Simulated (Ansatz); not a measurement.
Relaxation of a relaxed Rh cell, doubled along one cell vector, shaken by Gaussian noise of σ = 0.08 Å a coordinate; 2 atoms in the cell, which starts as P-1 (No. 2), aP2; a = 2.7084 Å, b = 2.7084 Å, c = 4.6910 Å, α = 73.22°, β = 73.22°, γ = 60.00°. The numbers are results of PBE (plane waves to 420 eV, PAW, scalar-relativistic; Ansatz, a program for electronic structure), not measurements. Γ-centred k-mesh 14×14×7 on the run's cell (coarser than for final values), Fermi–Dirac smearing 0.05 eV. This is the first round of the run. 

The optimiser's lines from the output (shortened; P is positive under compression):

```
relax step   1: F+E_penalty+E_count = -12805.84908140 eV  Δ(F+E_penalty+E_count) = +0.000e0 eV  max|allowed force component| = 4.749e-1 eV/Å  Δτ_max = 0.0000 Å  P = +0.778 GPa  Ω = 28.096 Å³  (7 SCF iters, dr2 threshold 1.00e-7 eV, accepted)
relax step   2: F+E_penalty+E_count = -12805.88354234 eV  Δ(F+E_penalty+E_count) = -3.446e-2 eV  max|allowed force component| = 4.006e-2 eV/Å  Δτ_max = 0.0676 Å  P = +0.433 GPa  Ω = 28.058 Å³  (6 SCF iters, dr2 threshold 2.00e-7 eV, accepted)
relax step   3: F+E_penalty+E_count = -12805.88414956 eV  Δ(F+E_penalty+E_count) = -6.072e-4 eV  max|allowed force component| = 2.612e-4 eV/Å  Δτ_max = 0.0033 Å  P = -0.005 GPa  Ω = 28.105 Å³  (6 SCF iters, dr2 threshold 2.00e-7 eV, accepted)
relax step   4: F+E_penalty+E_count = -12805.88420397 eV  Δ(F+E_penalty+E_count) = -5.441e-5 eV  max|allowed force component| = 1.162e-3 eV/Å  Δτ_max = 0.0002 Å  P = +0.056 GPa  Ω = 28.098 Å³  (6 SCF iters, dr2 threshold 2.00e-7 eV, accepted)
relax step   5: F+E_penalty+E_count = -12805.88420114 eV  Δ(F+E_penalty+E_count) = +2.830e-6 eV  max|allowed force component| = 2.460e-5 eV/Å  Δτ_max = 0.0001 Å  P = +0.001 GPa  Ω = 28.104 Å³  (6 SCF iters, dr2 threshold 1.34e-8 eV, accepted)
relax step   6: F+E_penalty+E_count = -12805.88420114 eV  Δ(F+E_penalty+E_count) = -3.638e-12 eV  max|allowed force component| = 2.557e-5 eV/Å  Δτ_max = 0.0000 Å  P = -0.001 GPa  Ω = 28.104 Å³  stress off target by 1.06e-3 GPa  SCF on the basis re-selected at this cell (its energy is not comparable with the rows above)  (8 SCF iters)
```

From the first to the last row the energy changes by -0.02 eV/atom and the volume by 0.0 %. The last row is marked as not comparable with the walk above it, whose basis was carried along; it does compare with step 1, since both stand on a basis selected at the nominal cutoff for their own cell.

Later rounds, restarted from the end of this one on a renewed k-mesh, logged 4 more steps and released under 0.01 eV/atom more. The final structure after all rounds: Fm-3m (No. 225), cF4, fcc (Cu type); a = b = c = 3.8302 Å, α = β = γ = 90.00°. No spin polarisation in the result.

The run could not lose the symmetry of its start.
